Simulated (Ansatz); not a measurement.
BN:
Space group P6₃mc (No. 186); a = b = 2.506 Å, c = 19.799 Å, α = β = 90.00°, γ = 120.00°

| atom | site | symmetry | x | y | z |
|---|---|---|---|---|---|
| B | 2a | 3m. | 0.0000 | 0.0000 | 0.0835 |
| N | 2b | 3m. | 0.3333 | 0.6667 | 0.0836 |
| B | 2b | 3m. | 0.3333 | 0.6667 | 0.2500 |
| N | 2b | 3m. | 0.6667 | 0.3333 | 0.2501 |
| B | 2b | 3m. | 0.6667 | 0.3333 | 0.4163 |
| N | 2a | 3m. | 0.0000 | 0.0000 | 0.4164 |

Relaxed at zero pressure with PBE+D3(BJ) in the plane-wave PAW code Ansatz.

Q: The volume is lowered by 3 % and shape and atoms relax at that volume. What pressure results, and how do the axes share the change?

A: 1.0 GPa; a -0.1 %, b -0.1 %, c -2.8 %; the energy rises by 1 meV/atom.

Q: Give the new structure.

A: 
Space group P6₃mc (No. 186); a = b = 2.504 Å, c = 19.242 Å, α = β = 90.00°, γ = 120.00°

```
atom  site  symmetry       x       y       z
----  ----  --------  ------  ------  ------
B       2a       3m.  0.0000  0.0000  0.0835
N       2b       3m.  0.3333  0.6667  0.0837
B       2b       3m.  0.3333  0.6667  0.2500
N       2b       3m.  0.6667  0.3333  0.2501
B       2b       3m.  0.6667  0.3333  0.4163
N       2a       3m.  0.0000  0.0000  0.4164
```

The phase is kept; no other phase was compared at this pressure.

Space group P6_3mc. The start of the workflow was typed in or built on a structure type. Its sites differ from those of the usual phase in this space group: another stacking or structure type. The PBE+D3(BJ) relaxation kept the symmetry of its start; its stability against distortions is not shown here.

Potentials: the later of the program's two PAW sets.
